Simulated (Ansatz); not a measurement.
An element in the bcc structure gives these cold pressures by all-electron LAPW under LDA (Ansatz 0.2.0, scalar-relativistic, no spin polarisation).

```
V (Å³/atom)  P (GPa)
      17.13    -0.01
      16.11    13.36
      15.08     31.0
      13.71     63.4
      12.34    113.1
      10.97    194.2
       9.42    349.7
       7.71    683.2
```

Which element is it?

Nb. Its zero-pressure volume in this structure is near 17.1 Å³/atom; the volume and the steepness of P(V) together point to it, though neighbours can come close. Neighbours weren't tried against these numbers.
